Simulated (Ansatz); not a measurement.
WS$_{2}$ in space group P4_2/mnm (No. 136; W on 2a, S on 4f) under volume change, plane-wave PAW PBE (Ansatz code), shape and atoms relaxed at each volume.

| V (Å³/atom) | E − E(relaxed) (meV/atom) | P (GPa) |
|---|---|---|
| 16.923 | [?] | [?] |
| 17.481 | 33.1 | 10.09 |
| 18.039 | 7.8 | 4.61 |
| 18.597 | 0.0 | 0.01 |
| 19.155 | 6.9 | -3.84 |
| 19.712 | 26.0 | -7.02 |
| 20.270 | [?] | [?] |

Problem. Some entries are withheld; supply them.

Solution. 
- 20.270, E − E(relaxed) (meV/atom): 55.2
- 20.270, P (GPa): -9.67
- 16.923, E − E(relaxed) (meV/atom): 79.2
- 16.923, P (GPa): 16.59

Problem. What does a third-order Birch–Murnaghan fit give for V₀, B₀ and B′?

Solution. V₀ = 18.60 Å³/atom, B₀ = 139 GPa, B′ = 4.9.

The cell is a constructed one: a structure type filled with these elements; neither database checked (COD, Materials Project) lists it. It is not the phase usual at ambient conditions (space group No. 194). Symmetry was held in the PBE relaxation; its stability against distortions is not shown here. The run is not spin-polarised. Spin–orbit coupling is left out wherever it is not named.

Potentials: the later of the program's two PAW sets.
